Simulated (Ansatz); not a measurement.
Level of theory: DFT, PBEsol, scalar-relativistic, no spin polarisation; plane waves to 420 eV with PAW datasets (Ansatz 0.2.0), 8×8×8 k-mesh, Gaussian smearing of 0.05 eV; PAW files: Ansatz's generated set soft_2.

A crystal of composition LaX, relaxed at this level of theory, gives this pattern between 10° and 80°.

Cu Kα1 powder pattern (kinematic, no thermal factors).
```csv
2θ (°),relative intensity
22.30,5
31.74,100
39.13,2
45.50,19
51.23,3
56.54,40
66.31,12
70.91,1
75.39,17
```

Question: Which lattice and cell does the pattern come from?

Answer: Cubic, space group Pm-3m (No. 221), a = 3.984 Å, b = 3.984 Å, c = 3.984 Å, α = 90.00°, β = 90.00°, γ = 90.00°. The line positions fix the lattice at most, not the space group, and lines under 1 % of the strongest aren't listed; this is the group of the computed cell.

A compound LaX has these computed properties.

| Quantity | Value |
| --- | --- |
| Band gap | zero (metallic) |
| Density of states at the Fermi level | 0.94 states/(eV·atom) |
| f electrons (orthogonalised atomic orbitals) | La 0.22 |
| Formation energy from the elements (0 K, uncorrected) | -0.86 eV/atom |
| Bulk modulus (Birch–Murnaghan) | 57 GPa |
| Pressure derivative B0′ | 5.1 |

Sites: La on 1a, X on 1b.

Question: Which element is X?
A. Tl
B. At
C. Pb
D. Bi

Answer: D. X is Bi, so the compound is LaBi.

This is a trial structure: such lanthanide and actinide compounds mostly take the rock-salt structure.

These numbers lack spin–orbit coupling. A displaced or strained copy of the relaxed cell lay 2.5 meV/atom lower, so the structure isn't a true minimum at this level, unless the mesh, which matters in a metal, makes it so.
